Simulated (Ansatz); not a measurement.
**Calculated with Ansatz: BaTa2Bi2O9, relaxation**

The input file (Ansatz 0.2.0, plane waves):

```yaml
crystal:
  lattice:
    - [0.0, 3.921711, 0.0]
    - [3.921711, 0.0, 0.0]
    - [1.960855, 1.960855, -12.777696]
  atoms:
    - { symbol: O, position: [0.34032, 0.34032, 0.31936] }
    - { symbol: O, position: [0.65968, 0.65968, 0.68064] }
    - { symbol: Ba, position: [0.0, 0.0, 0.0] }
    - { symbol: Ta, position: [0.412, 0.412, 0.176] }
    - { symbol: Ta, position: [0.588, 0.588, 0.824] }
    - { symbol: O, position: [0.5, 0.5, 0.0] }
    - { symbol: O, position: [0.75, 0.25, 0.5] }
    - { symbol: O, position: [0.25, 0.75, 0.5] }
    - { symbol: O, position: [0.92127, 0.42127, 0.15746] }
    - { symbol: O, position: [0.42127, 0.92127, 0.15746] }
    - { symbol: O, position: [0.07873, 0.57873, 0.84254] }
    - { symbol: O, position: [0.57873, 0.07873, 0.84254] }
    - { symbol: Bi, position: [0.20187, 0.20187, 0.59626] }
    - { symbol: Bi, position: [0.79813, 0.79813, 0.40374] }
  symmetry: { tolerance: 0.0003 }
kpoints:
  mp_grid: { grid: [5, 5, 5], shift: [0, 0, 0] }
magnetization:
  spin_polarized: false
scf:
  occupations: { method: fermi_dirac }
  lower_state_search: "off"
hamiltonian:
  pseudopotentials: { kind: paw }
  xc: r2scan
basis:
  ecutwfc: 500
  fft_grid_basis: typed
relax:
  max_steps: 40
  cell: { p_target: 0.0 }
  f_tol: 0.03
output:
  forces: true
  stress: true
  eigenvalues: true
  bader: false
  populations: true
  elf: true
  write_potential: true
  volumetric_format: npy
  dos:
    e_range: [-12, 8]
    de: 0.05
    projected: { site_lists: { Ba: [Ba], Bi: [Bi], O: [O], Ta: [Ta] } }
  write_density: true
checkpoint:
  read: saved_state
```

The command:

```bash
ansatz run input.yaml --threads 2 --pin off --max-ram 3584MiB --backend cpu --events-out ev --progress --plain --runs-dir out
```

Origin of the cell: a database entry, scaled a little.

The smearing width isn't typed, so it takes its default of 0.1 eV.

The saved state is a converged single point of the same cell.

Steps («new basis» is an SCF on plane waves selected anew at the same cell):

| step | ΔF (meV/atom) | max force component (eV/Å) | P (GPa) | volume (Å³) | SCF iterations | step was |
| --- | --- | --- | --- | --- | --- | --- |
| 1 | 0.0 | 2.150 | -0.10 | 196.52 | 6 | accepted |
| 2 | -4.3 | 1.188 | 1.20 | 187.47 | 8 | accepted |
| 3 | -12.7 | 0.260 | -0.24 | 192.28 | 7 | accepted |
| 4 | -13.1 | 0.137 | -0.24 | 192.38 | 5 | accepted |
| 5 | -13.3 | 0.079 | 0.05 | 191.56 | 6 | accepted |
| 6 | -13.3 | 0.023 | 0.01 | 191.86 | 5 | accepted |
| 7 | -13.2 | 0.022 | 0.02 | 191.86 | 7 | new basis |

Step 1, with forces in eV/Å:

```xyz
14
Lattice="0.000 3.922 0.000 3.922 0.000 0.000 1.961 1.961 -12.778" Properties=species:S:1:pos:R:3:forces:R:3 pbc="T T T" step=1
O     1.961    1.961   -4.081    0.000    0.000   -1.780
O     3.922    3.922   -8.697    0.000    0.000    1.780
Ba    0.000    0.000    0.000    0.000    0.000    0.000
Ta    1.961    1.961   -2.249    0.000    0.000    2.150
Ta    3.922    3.922  -10.529    0.000    0.000   -2.150
O     1.961    1.961    0.000    0.000    0.000    0.000
O     1.961    3.922   -6.389    0.000    0.000    0.000
O     3.922    1.961   -6.389    0.000    0.000    0.000
O     1.961    3.922   -2.012    0.000    0.000   -0.425
O     3.922    1.961   -2.012    0.000    0.000   -0.425
O     3.922    1.961  -10.766    0.000    0.000    0.425
O     1.961    3.922  -10.766    0.000    0.000    0.425
Bi    1.961    1.961   -7.619    0.000    0.000   -0.295
Bi    3.922    3.922   -5.159    0.000    0.000    0.295
```

Step 2, with forces in eV/Å:

```xyz
14
Lattice="0.000 3.918 0.000 3.918 0.000 0.000 1.959 1.959 -12.214" Properties=species:S:1:pos:R:3:forces:R:3 pbc="T T T" step=2
O     1.959    1.959   -4.088    0.000    0.000    0.628
O     3.918    3.918   -8.126    0.000    0.000   -0.628
Ba    0.000    0.000    0.000    0.000    0.000    0.000
Ta    1.959    1.959   -2.223    0.000    0.000    0.035
Ta    3.918    3.918   -9.991    0.000    0.000   -0.035
O     1.959    1.959    0.000    0.000    0.000    0.000
O     1.959    3.918   -6.107    0.000    0.000    0.000
O     3.918    1.959   -6.107    0.000    0.000    0.000
O     1.959    3.918   -2.030    0.000    0.000   -0.018
O     3.918    1.959   -2.030    0.000    0.000   -0.018
O     3.918    1.959  -10.184    0.000    0.000    0.018
O     1.959    3.918  -10.184    0.000    0.000    0.018
Bi    1.959    1.959   -7.358    0.000    0.000    1.188
Bi    3.918    3.918   -4.856    0.000    0.000   -1.188
```

Step 3, with forces in eV/Å:

```xyz
14
Lattice="0.000 3.929 0.000 3.929 0.000 0.000 1.964 1.964 -12.459" Properties=species:S:1:pos:R:3:forces:R:3 pbc="T T T" step=3
O     1.964    1.964   -4.087    0.000    0.000   -0.108
O     3.929    3.929   -8.371    0.000    0.000    0.108
Ba    0.000    0.000    0.000    0.000    0.000    0.000
Ta    1.964    1.964   -2.226    0.000    0.000    0.257
Ta    3.929    3.929  -10.233    0.000    0.000   -0.257
O     1.964    1.964    0.000    0.000    0.000    0.000
O     1.964    3.929   -6.229    0.000    0.000    0.000
O     3.929    1.964   -6.229    0.000    0.000    0.000
O     1.964    3.929   -2.037    0.000    0.000   -0.002
O     3.929    1.964   -2.037    0.000    0.000   -0.002
O     3.929    1.964  -10.422    0.000    0.000    0.002
O     1.964    3.929  -10.422    0.000    0.000    0.002
Bi    1.964    1.964   -7.455    0.000    0.000    0.260
Bi    3.929    3.929   -5.004    0.000    0.000   -0.260
```

Step 4, with forces in eV/Å:

```xyz
14
Lattice="0.000 3.931 0.000 3.931 0.000 0.000 1.966 1.966 -12.448" Properties=species:S:1:pos:R:3:forces:R:3 pbc="T T T" step=4
O     1.966    1.966   -4.081    0.000    0.000   -0.079
O     3.931    3.931   -8.367    0.000    0.000    0.079
Ba    0.000    0.000    0.000    0.000    0.000    0.000
Ta    1.966    1.966   -2.218    0.000    0.000    0.135
Ta    3.931    3.931  -10.230    0.000    0.000   -0.135
O     1.966    1.966    0.000    0.000    0.000    0.000
O     1.966    3.931   -6.224    0.000    0.000    0.000
O     3.931    1.966   -6.224    0.000    0.000    0.000
O     1.966    3.931   -2.032    0.000    0.000    0.009
O     3.931    1.966   -2.032    0.000    0.000    0.009
O     3.931    1.966  -10.416    0.000    0.000   -0.009
O     1.966    3.931  -10.416    0.000    0.000   -0.009
Bi    1.966    1.966   -7.443    0.000    0.000    0.137
Bi    3.931    3.931   -5.006    0.000    0.000   -0.137
```

Step 5, with forces in eV/Å:

```xyz
14
Lattice="0.000 3.936 0.000 3.936 0.000 0.000 1.968 1.968 -12.366" Properties=species:S:1:pos:R:3:forces:R:3 pbc="T T T" step=5
O     1.968    1.968   -4.068    0.000    0.000    0.029
O     3.936    3.936   -8.298    0.000    0.000   -0.029
Ba    0.000    0.000    0.000    0.000    0.000    0.000
Ta    1.968    1.968   -2.203    0.000    0.000    0.079
Ta    3.936    3.936  -10.163    0.000    0.000   -0.079
O     1.968    1.968    0.000    0.000    0.000    0.000
O     1.968    3.936   -6.183    0.000    0.000    0.000
O     3.936    1.968   -6.183    0.000    0.000    0.000
O     1.968    3.936   -2.015    0.000    0.000   -0.056
O     3.936    1.968   -2.015    0.000    0.000   -0.056
O     3.936    1.968  -10.351    0.000    0.000    0.056
O     1.968    3.936  -10.351    0.000    0.000    0.056
Bi    1.968    1.968   -7.390    0.000    0.000    0.050
Bi    3.936    3.936   -4.976    0.000    0.000   -0.050
```

Step 6, with forces in eV/Å:

```xyz
14
Lattice="0.000 3.935 0.000 3.935 0.000 0.000 1.968 1.968 -12.389" Properties=species:S:1:pos:R:3:forces:R:3 pbc="T T T" step=6
O     1.968    1.968   -4.071    0.000    0.000    0.017
O     3.935    3.935   -8.318    0.000    0.000   -0.017
Ba    0.000    0.000    0.000    0.000    0.000    0.000
Ta    1.968    1.968   -2.205    0.000    0.000   -0.023
Ta    3.935    3.935  -10.184    0.000    0.000    0.023
O     1.968    1.968    0.000    0.000    0.000    0.000
O     1.968    3.935   -6.194    0.000    0.000    0.000
O     3.935    1.968   -6.194    0.000    0.000    0.000
O     1.968    3.935   -2.022    0.000    0.000    0.002
O     3.935    1.968   -2.022    0.000    0.000    0.002
O     3.935    1.968  -10.367    0.000    0.000   -0.002
O     1.968    3.935  -10.367    0.000    0.000   -0.002
Bi    1.968    1.968   -7.400    0.000    0.000   -0.002
Bi    3.935    3.935   -4.988    0.000    0.000    0.002
```

Step 7, with forces in eV/Å:

```xyz
14
Lattice="0.000 3.935 0.000 3.935 0.000 0.000 1.968 1.968 -12.389" Properties=species:S:1:pos:R:3:forces:R:3 pbc="T T T" step=7
O     1.968    1.968   -4.071    0.000    0.000    0.017
O     3.935    3.935   -8.318    0.000    0.000   -0.017
Ba    0.000    0.000    0.000    0.000    0.000    0.000
Ta    1.968    1.968   -2.205    0.000    0.000   -0.022
Ta    3.935    3.935  -10.184    0.000    0.000    0.022
O     1.968    1.968    0.000    0.000    0.000    0.000
O     1.968    3.935   -6.194    0.000    0.000    0.000
O     3.935    1.968   -6.194    0.000    0.000    0.000
O     1.968    3.935   -2.022    0.000    0.000    0.002
O     3.935    1.968   -2.022    0.000    0.000    0.002
O     3.935    1.968  -10.367    0.000    0.000   -0.002
O     1.968    3.935  -10.367    0.000    0.000   -0.002
Bi    1.968    1.968   -7.400    0.000    0.000   -0.002
Bi    3.935    3.935   -4.988    0.000    0.000    0.002
```

```yaml
Free_energy_lowered_by: 13.2 meV/atom
Volume_change: -2.37 %
Final_pressure: 0.02 GPa
Relaxation_steps_listed: 7
Formation_energy_elements_under_the_same_functional_gases_as_molecules_uncorrected: -2.557 eV/atom
Gap_on_the_mesh: 2.67 eV
```

Caveats: no spin-orbit coupling, though heavy elements are present; the database entry stands far from equilibrium and may be faulty; the relaxation held the start's symmetry, so the end may be a saddle point.

It ran for 2.6 min on 2 threads of Arm Neoverse V1 (shared host), peak memory 1.1 GiB, from a saved density.
